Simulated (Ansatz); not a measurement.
SiC2N4:
```
CELL_PARAMETERS angstrom
     -2.39507     2.81032     3.94502
      2.39507    -2.81032     3.94502
      2.39507     2.81032    -3.94502
ATOMIC_POSITIONS crystal
  C  0.00000 0.00000 0.50000
  C  0.00000 0.50000 0.00000
  Si 0.00000 0.00000 0.00000
  Si 0.50000 0.00000 0.50000
  C  0.65534 0.40534 0.25000
  C  0.34466 0.59466 0.75000
  N  0.27898 0.77512 0.99613
  N  0.27898 0.28285 0.50387
  N  0.20405 0.76596 0.43810
  N  0.82786 0.76596 0.06190
  N  0.72102 0.22488 0.00387
  N  0.72102 0.71715 0.49613
  N  0.79595 0.23404 0.56190
  N  0.17214 0.23404 0.93810
```

Relaxed with PBE. Special points in fractions of this cell's reciprocal vectors: Γ (0.000, 0.000, 0.000); X (0.500, 0.500, -0.500); F2 (0.342, 0.658, -0.342); Σ0 (-0.342, 0.342, 0.342); Y0 (0.377, -0.377, 0.377); U0 (0.623, 0.377, -0.377); R (0.000, 0.500, 0.000); W (0.250, 0.250, 0.250); S (0.500, 0.000, 0.000); T (0.000, 0.000, 0.500).

Q: List the band energies nearest the Fermi level at these points for PBE (plane waves, PAW; program Ansatz).

A: In eV from the Fermi level; about four levels below and three above (degenerate sets whole), none deeper than 8.9 eV; points with the same levels are listed once.

```tsv
k	below	above
Γ	-2.01 -1.47 -1.36 -0.14	0.63 0.72 1.21
X	-3.23 -2.71 -2.45 -1.13	0.10 1.72 1.73
F2	-2.71 -2.62 -0.88 -0.63	0.29 1.85 2.06
Y0	-3.32 -2.28 -2.26 -1.49	0.09 1.63 1.67
R	-2.30 -2.29 -0.91 -0.71 -0.21	1.37 1.93 2.38
W	-2.13 -2.13 -1.16 -1.16	1.37 1.37 2.28 2.28
S	-3.03 -1.87 -1.74 -1.21	0.07 0.90 1.13
T	-2.39 -2.39 -0.65 -0.65	1.01 1.01 2.26 2.26
```

Space group Imma. The start of the workflow was typed in or built on a structure type; neither database checked (COD, Materials Project) lists it. COD files the formula under space group No. 224. Whether it is the stable phase at ambient conditions was not checked. The PBE relaxation kept the symmetry of its start; its stability against distortions is not shown here. The volume moved by 30 % from the start of the relaxation. Its formation energy is positive at this level, so the cell may be metastable or incomplete.

Potentials: the earlier of the program's two PAW sets.
